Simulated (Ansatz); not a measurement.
TaSi₂ (MoSi2 or CaC2 type, I4/mmm) at seven volumes, r²SCAN in the plane-wave PAW code Ansatz, shape and atoms relaxed at each. One row is withheld.

```tsv
V (Å³/atom)	P (GPa)
13.195	21.94
13.630	13.43
14.065	6.18
14.500	0.00
14.935	-5.25
15.370	?
15.805	-13.49
```

**Question.** Fit the shown pressures and predict the withheld one.

**Answer.** P = (3/2)B₀(x^(7/2) − x^(5/2))[1 + (3/4)(B′ − 4)(x − 1)] with x = (V₀/V)^(2/3). Least squares on the six rows gives V₀ = 14.501 Å³/atom, B₀ = 189 GPa, B′ = 4.38. At V = 15.370, x = 0.9619 and P = -9.69 GPa. The run itself gave -9.70 GPa.

The cell is a constructed one: a structure type filled with these elements; neither database checked (COD, Materials Project) lists it. COD files the formula under space group No. 180, 181, so this cell is another polymorph or a model. Whether it is the stable phase at ambient conditions was not checked. The cell was relaxed with r²SCAN under the symmetry of its start; its stability against distortions is not shown here. The run is not spin-polarised. Spin–orbit coupling is left out wherever it is not named.

Potentials: the later of the program's two PAW sets.
